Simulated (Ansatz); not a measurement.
CaO (rock salt, space group No. 225), LDA (plane waves, PAW; program Ansatz): ε∞ = 3.88, cell volume 26.09 Å³. Infrared-active transverse modes:

```tsv
ω_TO (cm⁻¹)	oscillator strength S_xx (e²/amu)
290.4	0.4932
```

### Question
Compute the static dielectric constant.

### Answer
Each mode adds (4.921e7/V) S/ω²: 11.03. So ε0 = 14.9.

### Question
What LO frequency does the Lyddane–Sachs–Teller relation give?

### Answer
ω_LO = ω_TO √(ε0/ε∞) = 569 cm⁻¹.

Space group Fm-3m (rock salt). The cell was relaxed with LDA under the symmetry of its start; phonons on a q-mesh show no instability.

Potentials: the later of the program's two PAW sets.
